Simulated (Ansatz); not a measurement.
This Ga2O structure is the end of a relaxation. The cell was found from a structure generator's guess, not taken from experiment.

The calculation used DFT PBE, scalar-relativistic, plane waves, PAW in Ansatz 0.2.0. Cutoff 420 eV, Γ-centred mesh, Gaussian smearing, no spin polarisation.

```
Ga O
1.0
     4.29475    0.00000    0.00000
    -2.14738    3.71936    0.00000
     0.00000    0.00000    2.90906
Ga O
2 1
Direct
  0.33333 0.66667 0.00000
  0.66667 0.33333 0.00000
  0.00000 0.00000 0.00000
```

The zero of energy is the elements' standard structures at the same level (O₂ as a molecule); no fitted shifts are applied.

(1) What space group does it have?

(2) How far does it lie from the elements in energy?

(3) Is it a metal?

Answers

(1) P6/mmm (No. 191). Conventional cell: a = 4.295 Å, c = 2.909 Å. Ga has 3 O at 2.48 Å, 3 Ga at 2.48 Å and 2 Ga at 2.91 Å; O is surrounded by 6 Ga at 2.48 Å and 2 O at 2.91 Å.

(2) +0.07 eV/atom. The separate elements lie lower, so it is unstable against them.

(3) Yes, bands cross the Fermi level on the 12×12×16 mesh.

The last run used a 12×12×16 mesh (in the run's order of axes) for its 3-atom cell and Gaussian smearing of 0.10 eV. Symmetry constrained the relaxation, so the result can be a saddle point. Another cell of Ga2O relaxed alike, in Fmmm, lies 0.68 eV/atom lower, so this cell isn't the stable form at this level.
